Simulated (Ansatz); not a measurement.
Os:
```
Os
1.0
    0.00000     1.91592     1.91592
    1.91592     0.00000     1.91592
    1.91592     1.91592     0.00000
Os
1
Direct
  0.00000   0.00000   0.00000
```

Relaxed with r²SCAN.

Task: Map the valence electron density (e/Å³), cut off at 6 on the plane through (0.000, 0.000, 0.000) spanned by u = [1, 1, 0] and v = [1, -1, 0] in lattice vectors, from r²SCAN (plane waves, PAW; program Ansatz).

Result: x is the fraction of u, y of v (the angle between them is 90°; rows are the nearest grid lines); atoms in the plane: Os at (0.00, 0.00), Os at (0.50, 0.50).
```
|@@@*:              :*@@@|
|@@@*:              :*@@@|
|@@@=.              .=@@@|
|@%+:      ....      :+%@|
|+=:.     .-++-.     .:=+|
|:..     .=#@@#=.     ..:|
|        :*@@@@*:        |
|       .-%@@@@%-.       |
|       .=@@@@@@=.       |
|       .-%@@@@%-.       |
|        :*@@@@*:        |
|:..     .=#@@#=.     ..:|
|+=:.     .-++-.     .:=+|
|@%+:      ....      :+%@|
|@@@=.              .=@@@|
|@@@*:              :*@@@|
|@@@*:              :*@@@|
```
Scale: ten equal steps from 0.361 (start of ' ') to 6.00 (end of '@'), in the order ' .:-=+*#%@'; x runs from 0.000 to 1.00, y from 0.000 (bottom) to 1.00 (top).

The density is the valence pseudo-density with augmentation charge, so density and ELF within about 1 Å of a nucleus are not all-electron values.

Space group Fm-3m (fcc (Cu type)). A made-up cell: these elements were put on the sites of a structure type; the Crystallography Open Database files this formula in space group No. 225, but the cells were not matched. It is not the phase usual at ambient conditions (space group No. 194). The r²SCAN relaxation kept the symmetry of its start; whether a distortion lowers the energy is not shown. The run is not spin-polarised. Scalar-relativistic: spin–orbit coupling is off unless named, which matters more the heavier the elements.

Potentials: the later of the program's two PAW sets.
